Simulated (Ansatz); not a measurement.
The cell below belongs to a search over invented structures; it isn't taken from experiment.

Input and command of a plane-wave DFT calculation in Ansatz:

```yaml
crystal:
  lattice:
    - [3.9135020408, 0.0, 0.0]
    - [-1.9567510204, 3.3891921851, 0.0]
    - [0.0, 0.0, 5.7364665192]
  atoms:
    - { symbol: Pd, position: [0.0, 0.0, 0.5] }
    - { symbol: Pt, position: [0.0, 0.0, 0.0] }
    - { symbol: Se, position: [0.3333333333, 0.6666666667, 0.7672855022] }
    - { symbol: Se, position: [0.6666666667, 0.3333333333, 0.2327144978] }
basis:
  ecutwfc: 420
kpoints:
  mp_grid: { grid: [12, 12, 8] }
hamiltonian:
  xc: pbe
scf:
  occupations: { method: fermi_dirac, width: 0.15 }
output:
  forces: true
  stress: true
  eigenvalues: true
relax:
  adjacent_minimum: "off"
  f_tol: 0.001
  max_steps: 60
  cell: { stress_tol: 0.01 }
```

```bash
ansatz run input.yaml --threads 1 --pin off --max-ram 2560MiB --backend cpu --events-out ev --progress --plain --runs-dir out
```

Processor: Arm Neoverse V2, 1 thread, on a host shared with other jobs.

Problem. Estimate time, memory and problem size.

Solution. About 110 s, peak memory 0.58 GiB. It solves 42 bands at 131 k points (after reduction by symmetry) with about 1507 plane waves (on the last cell), in 25 SCF iterations over 5 ionic steps.
